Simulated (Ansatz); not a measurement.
## LuGa16Ni4Bi3: frames of a relaxation, 1 Lu, 3 Bi on the 4 sites of Lu, cell and atoms relaxed

Level of theory: PBEsol, no spin polarisation, scalar-relativistic; Ansatz, plane waves to 420 eV (PAW set soft_2), k-mesh 4×4×4.

Positions in Å and forces in eV/Å; free energies count from the last frame, each frame in a plane-wave basis chosen at its own cell.

```
24
Lattice="-3.853 0.000 7.336 -3.853 0.000 -7.336 1.926 -7.424 0.000" Properties=species:S:1:pos:R:3:forces:R:3 pbc="T T T" step=1 dE=0.480eV
Ga   -1.916    0.009    3.705   -0.172   -0.119   -0.051
Ga   -1.925    0.015   -3.675    0.151   -0.073    0.181
Ga   -5.771    0.011   -0.026   -0.160   -0.116   -0.030
Ga   -1.900    0.023   -0.029    0.106   -0.213   -0.079
Ga   -3.823   -1.043   -5.508   -0.057    0.032   -0.050
Ga   -3.846   -1.005    1.856    0.041   -0.222   -0.037
Ga   -1.917   -6.427    5.480    0.000    0.182    0.011
Ga   -1.921   -6.436   -1.853    0.035    0.749    0.018
Ga   -1.953   -2.708    3.278    0.109   -0.166    0.054
Ga   -1.893   -2.715   -4.024   -0.142   -0.298    0.001
Ga   -3.862   -4.695   -3.330    0.124    0.174    0.210
Ga   -3.831   -4.700    4.053   -0.084    0.312    0.215
Ga   -1.928   -2.761    0.394    0.045   -0.027   -0.205
Ga   -5.752   -2.723    0.389   -0.167   -0.158   -0.050
Ga   -3.860   -4.691   -0.377    0.075    0.072   -0.105
Ga    0.002   -4.719   -0.397    0.047    0.388   -0.137
Bi   -1.927   -5.600    1.845    0.033    0.337   -0.154
Bi   -1.913   -5.618   -5.522   -0.031    0.372    0.143
Bi   -3.886   -1.797   -1.850    0.122   -0.505    0.067
Lu   -3.838   -1.846    5.505   -0.067   -0.509    0.104
Ni   -3.853   -3.332   -5.496    0.086   -0.700    0.056
Ni   -3.854   -3.331    1.831    0.003   -0.561   -0.010
Ni   -1.909   -4.070    5.504   -0.032    0.415   -0.027
Ni   -1.930   -4.076   -1.817   -0.065    0.635   -0.126
```

```
24
Lattice="-3.833 -0.068 7.322 -3.833 -0.067 -7.322 1.787 -7.440 0.001" Properties=species:S:1:pos:R:3:forces:R:3 pbc="T T T" step=8 dE=0.000eV
Ga   -1.986   -0.093    3.617   -0.001    0.000   -0.001
Ga   -1.795    0.027   -3.530    0.000    0.000    0.005
Ga   -5.821   -0.158    0.038   -0.002   -0.001    0.001
Ga   -1.798    0.028   -0.139    0.002    0.000   -0.004
Ga   -3.957   -1.248   -5.531    0.002   -0.001    0.000
Ga   -3.957   -1.249    1.855    0.005    0.001    0.002
Ga   -1.881   -6.401    5.487   -0.007   -0.004    0.000
Ga   -1.959   -6.270   -1.837    0.002    0.004   -0.001
Ga   -1.994   -2.869    3.260    0.000    0.002    0.003
Ga   -1.998   -2.802   -4.060   -0.002   -0.002    0.001
Ga   -3.891   -4.770   -3.264    0.001   -0.005    0.003
Ga   -3.873   -4.697    4.089    0.001   -0.001    0.001
Ga   -1.998   -2.806    0.395   -0.002   -0.001   -0.001
Ga   -5.827   -2.940    0.398   -0.001    0.002   -0.003
Ga   -3.890   -4.775   -0.400   -0.001   -0.003   -0.004
Ga   -0.040   -4.633   -0.432    0.001    0.000    0.000
Bi   -1.964   -5.726    1.753   -0.001   -0.004   -0.002
Bi   -1.964   -5.726   -5.414   -0.003   -0.003    0.002
Bi   -3.917   -1.782   -1.831    0.002   -0.004   -0.001
Lu   -3.867   -1.921    5.491   -0.005   -0.009    0.001
Ni   -3.911   -3.629   -5.470    0.002    0.006   -0.001
Ni   -3.911   -3.630    1.806    0.004    0.005    0.000
Ni   -1.937   -4.005    5.490    0.000    0.006    0.000
Ni   -2.018   -3.874   -1.832    0.005    0.013   -0.001
```

Caveats: a metal with Cr, Mn, Fe, Co or Ni was run without spin, and may be magnetic.
